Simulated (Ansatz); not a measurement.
VPt2:
```cif
data_Pt4V2
_chemical_formula_sum 'V2 Pt4'
_space_group_name_H-M_alt 'Immm'
_space_group_IT_number 71
_space_group_name_Hall '-I 2 2'
_cell_length_a 2.70743
_cell_length_b 3.78448
_cell_length_c 8.30016
_cell_angle_alpha 90.000
_cell_angle_beta 90.000
_cell_angle_gamma 90.000
loop_
_atom_site_label
_atom_site_type_symbol
_atom_site_symmetry_multiplicity
_atom_site_Wyckoff_symbol
_atom_site_fract_x
_atom_site_fract_y
_atom_site_fract_z
_atom_site_occupancy
V1 V 2 a 0.00000 0.00000 0.00000 1
Pt1 Pt 4 i 0.00000 0.00000 0.33921 1
```
(The calculation used a cell of 3 atoms; values per cell refer to that cell.)

Relaxed with PBEsol.

**Question.** Which orbitals make up the states near the Fermi level in PBEsol in the plane-wave PAW code Ansatz?

**Answer.** Within 0.5 eV of the Fermi level: V 3d 60 %, Pt 5d 30 %. Projections are on Löwdin-orthogonalised atomic valence shells; empty p or d shells of many metals are not among them.

**Question.** Tabulate the density of states.

**Answer.** States/eV per cell of 3 atoms, in 0.25 eV bins, energy from the Fermi level.

| E (eV) | total | Pt 5d | V 3d | Pt 6s |
|---|---|---|---|---|
| -7.85 | 0.50 | 0.06 | 0.01 | 0.35 |
| -7.60 | 0.62 | 0.12 | 0.02 | 0.40 |
| -7.35 | 0.66 | 0.16 | 0.03 | 0.39 |
| -7.10 | 1.04 | 0.41 | 0.07 | 0.47 |
| -6.85 | 1.87 | 1.06 | 0.14 | 0.55 |
| -6.60 | 2.42 | 1.59 | 0.18 | 0.53 |
| -6.35 | 3.20 | 2.29 | 0.23 | 0.53 |
| -6.10 | 3.60 | 2.83 | 0.28 | 0.33 |
| -5.85 | 4.91 | 4.00 | 0.36 | 0.29 |
| -5.60 | 4.52 | 3.78 | 0.31 | 0.20 |
| -5.35 | 3.86 | 3.28 | 0.28 | 0.15 |
| -5.10 | 3.70 | 3.24 | 0.23 | 0.10 |
| -4.85 | 3.07 | 2.69 | 0.19 | 0.07 |
| -4.60 | 2.84 | 2.50 | 0.19 | 0.06 |
| -4.35 | 3.29 | 2.80 | 0.26 | 0.08 |
| -4.10 | 3.27 | 2.74 | 0.23 | 0.12 |
| -3.85 | 3.43 | 2.86 | 0.26 | 0.11 |
| -3.60 | 4.00 | 3.28 | 0.39 | 0.10 |
| -3.35 | 4.79 | 3.87 | 0.56 | 0.12 |
| -3.10 | 4.38 | 3.51 | 0.56 | 0.12 |
| -2.85 | 3.65 | 2.86 | 0.49 | 0.13 |
| -2.60 | 3.27 | 2.36 | 0.55 | 0.24 |
| -2.35 | 3.73 | 2.83 | 0.55 | 0.20 |
| -2.10 | 2.94 | 2.19 | 0.48 | 0.13 |
| -1.85 | 2.61 | 1.86 | 0.49 | 0.13 |
| -1.60 | 2.97 | 1.91 | 0.77 | 0.13 |
| -1.35 | 4.99 | 3.14 | 1.36 | 0.27 |
| -1.10 | 4.07 | 2.21 | 1.40 | 0.18 |
| -0.85 | 3.22 | 1.74 | 1.11 | 0.16 |
| -0.60 | 2.67 | 1.19 | 1.13 | 0.10 |
| -0.35 | 2.27 | 0.76 | 1.22 | 0.07 |
| -0.10 | 2.11 | 0.67 | 1.24 | 0.05 |
| 0.15 | 1.96 | 0.57 | 1.22 | 0.04 |
| 0.40 | 2.34 | 0.63 | 1.53 | 0.05 |
| 0.65 | 2.25 | 0.60 | 1.50 | 0.04 |
| 0.90 | 3.22 | 0.79 | 2.27 | 0.05 |
| 1.15 | 5.56 | 1.29 | 4.06 | 0.07 |
| 1.40 | 5.77 | 1.26 | 4.25 | 0.08 |
| 1.65 | 4.16 | 0.86 | 3.04 | 0.09 |
| 1.90 | 2.59 | 0.51 | 1.80 | 0.13 |
| 2.15 | 1.50 | 0.26 | 0.88 | 0.18 |
| 2.40 | 1.29 | 0.24 | 0.58 | 0.23 |
| 2.65 | 1.06 | 0.18 | 0.42 | 0.20 |
| 2.90 | 0.94 | 0.15 | 0.32 | 0.19 |
| 3.15 | 0.81 | 0.12 | 0.24 | 0.18 |
| 3.40 | 0.91 | 0.11 | 0.25 | 0.20 |
| 3.65 | 1.00 | 0.10 | 0.27 | 0.21 |
| 3.90 | 0.91 | 0.09 | 0.20 | 0.21 |
| 4.15 | 0.85 | 0.08 | 0.16 | 0.20 |
| 4.40 | 0.81 | 0.07 | 0.13 | 0.20 |
| 4.65 | 0.77 | 0.06 | 0.10 | 0.19 |

The workflow started from a Materials Project entry (that database holds measured and hypothetical structures alike); the Crystallography Open Database files this formula in space group No. 71, but the cells were not matched. Whether it is the stable phase at ambient conditions was not checked. Symmetry was held in the PBEsol relaxation; of distortions, only those at the zone centre were tested. The run is not spin-polarised. Scalar-relativistic: spin–orbit coupling is off unless named, which matters more the heavier the elements.

Potentials: the later of the program's two PAW sets.
